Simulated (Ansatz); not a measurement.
CdSiP₂:
```
CELL_PARAMETERS angstrom
     -2.86197     2.86197     5.29091
      2.86197    -2.86197     5.29091
      2.86197     2.86197    -5.29091
ATOMIC_POSITIONS crystal
  Cd 0.75000 0.25000 0.50000
  Cd 0.00000 0.00000 0.00000
  Si 0.25000 0.75000 0.50000
  Si 0.50000 0.50000 0.00000
  P  0.17056 0.12500 0.54556
  P  0.57944 0.62500 0.45444
  P  0.37500 0.82944 0.95444
  P  0.87500 0.42056 0.04556
```

Relaxed with PBE.

Question: Map the electron localisation function on the plane through (0.750, 0.250, 0.500) spanned by u = [0, 0, 1] and v = [1, -1, 0] in lattice vectors, from the program Ansatz at the PBE level (PAW).

Answer: x is the fraction of u, y of v (the angle between them is 90°; rows are the nearest grid lines); atoms in the plane: Cd at (0.00, 0.00), Cd at (0.50, 0.25), Si at (0.00, 0.50), Si at (0.50, 0.75).
```
|@@#+-..=#%%#####*+-:      ..:=+#@@|
|#*+=:.:=#%##*###*+=:.    ....-=+*#|
|++=-:.:=*########*=:.   ..:..:-=++|
|:::...:-=+**#%%%%#*=-:::-+**+-...:|
|-:...  ..:=+####+=-=+***##%@@@%*=-|
|+-.      .:===::--:=#@@@%%%%@@@%#+|
|*-.      .-==-::++:=%@@@@%##%%@%#*|
|*-.    .:-+#%%#+-::+%@@@%%**#%%%#*|
|#+--:--=+*#%@@@@%*++*######%@@@@%#|
|#++*#######%@@@@%*=-:--==+#%@@@@@#|
|=-=#%%%%%##%%@@%#+-:...:-=*#%@@%#=|
|-:-#@@@@%#**#%%%*=:.     .-=**=-:-|
|-::*%@@%%%%%@@@%#=:.     .:-==-::-|
|=--=***##%%@@%#+-:...  ..:-=*#%#*=|
|#*=====+*#%%#*-:.......::-=+*%%%%#|
|#*=:....:--:..::---::.:-+***##%%%#|
|*=-.     ...:-=*##*+-:.-*#######**|
|*=:.     ..:-=*%@@%*=:.:*%%%#####*|
|+=:.     ..:-=+#@@#+=:.:+#%%%%%##+|
|-:...    ....:-=++==-..:-+*###*+=-|
|:::.....::--:...:::......:--::...:|
|++=-:..:=*###*+=-::..     ...:-=++|
|#*+=-..-*#%%%%#*+=:..     ..:-=+*#|
|@@#+-..=#%%#####*+-:      ..:=+#@@|
```
Scale: ten equal steps from 0.025 (start of ' ') to 0.921 (end of '@'), in the order ' .:-=+*#%@'; x runs from 0.000 to 1.00, y from 0.000 (bottom) to 1.00 (top).

The density is the valence pseudo-density with augmentation charge, so density and ELF within about 1 Å of a nucleus are not all-electron values.

Space group I-42d (chalcopyrite). Symmetry was held in the PBE relaxation.

Potentials: the later of the program's two PAW sets.
